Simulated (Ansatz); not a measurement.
6 guesses for Lu₃F₂ and where they end

Computed with DFT PBE, scalar-relativistic, plane waves, PAW (Ansatz). All cells share a 420 eV cutoff and Γ-centred k meshes spaced at most about 0.3 Å⁻¹ (about 0.25 or finer for metals, 2π included). No spin polarisation in the final relaxations.

Each guess was relaxed in cell and atoms at zero pressure, within the symmetry of its start. Temperature and zero-point effects are left out. Coordination counts F atoms around Lu (those within 1.25 times the shortest such distance or 1.15 times the sum of covalent radii; a plus sign parts nearer from farther groups; the shortest distance is added where it is long for a bond; a slash parts the counts of unlike sites).

```csv
guess,made from,start group,V start (Å³/atom),end group,V end (Å³/atom),coordination at the end,gap on mesh (eV),E over the lowest end (meV/atom)
1,Er2Se3 type,P-4m2,17.3,?,?,?,?,?
2,Zn3P2 type,Pn-3m,20.4,Pn-3m,22.7,Lu 4,0,413
3,random cell,P6/mmm,18.9,P6/mmm,27.8,Lu 4 from 3.1 Å,0,1355
4,random cell,Pm-3m,18.8,Pm-3m,23.0,Lu 2,0,727
5,Cu3Te2 type,P4mm,17.1,P4mm,25.9,Lu 1/2+2,0,58
6,Co3Ge2 type,P-6m2,17.1,P-6m2,22.3,Lu 3,0,0
```

Guess 1 as it starts:

```cif
data_structure
_symmetry_space_group_name_H-M 'P 1'
_symmetry_Int_Tables_number 1
_cell_length_a 3.4827
_cell_length_b 3.4827
_cell_length_c 7.1189
_cell_angle_alpha 90.000
_cell_angle_beta 90.000
_cell_angle_gamma 90.000
_cell_volume 86.35
loop_
_atom_site_label
_atom_site_type_symbol
_atom_site_fract_x
_atom_site_fract_y
_atom_site_fract_z
_atom_site_occupancy
Lu1 Lu 0.00000 0.50000 0.36525 1
Lu2 Lu 0.50000 0.00000 0.63475 1
Lu3 Lu 0.50000 0.50000 0.00000 1
F1 F 0.50000 0.00000 0.26216 1
F2 F 0.00000 0.50000 0.73784 1
```

Q: Fill in the missing row: what does this guess relax into, and where does it rank?

A: It ends in space group P-4m2 (No. 115), with a = 3.344 Å, c = 9.079 Å, 20.3 Å³/atom and no gap. It lies 5 meV/atom over the lowest end, within the noise of guess 6 and below guess 5. Counting F atoms around Lu, this end has Lu 4/4 from 2.9 Å and the lowest (guess 6) has Lu 3.

```xyz
5
Lattice="3.3443 0.0000 0.0000 0.0000 3.3443 0.0000 0.0000 0.0000 9.0792" Properties=species:S:1:pos:R:3 pbc="T T T"
Lu    0.0000    1.6721    3.2679
Lu    1.6721    0.0000    5.8113
Lu    1.6721    1.6721    0.0000
F     1.6721    0.0000    2.4000
F     0.0000    1.6721    6.6791
```

Formation energies are uncorrected and refer to the elements' standard structures at the same level (F₂ as a molecule).

Q: Is the lowest end bound against the elements?

A: Yes: its formation energy is −1.44 eV/atom. A negative formation energy is needed for stability but isn't enough: competing phases decide.

The k mesh leaves some 4 meV/atom of noise in the energy of each metallic cell. In P-6m2, P-4m2, P4mm, Pm-3m, P6/mmm an odd number of electrons in the primitive cell allows no gap without spin; a larger cell or a magnetic state could open one. A magnetic state wasn't ruled out in cells without spin, among them P-6m2, P-4m2, P4mm, Pm-3m, P6/mmm. Cells relaxed within their symmetry can be saddle points. A lower structure may well exist outside this small set. Some candidate types were left out of the draw beforehand, so a known form may be missing.
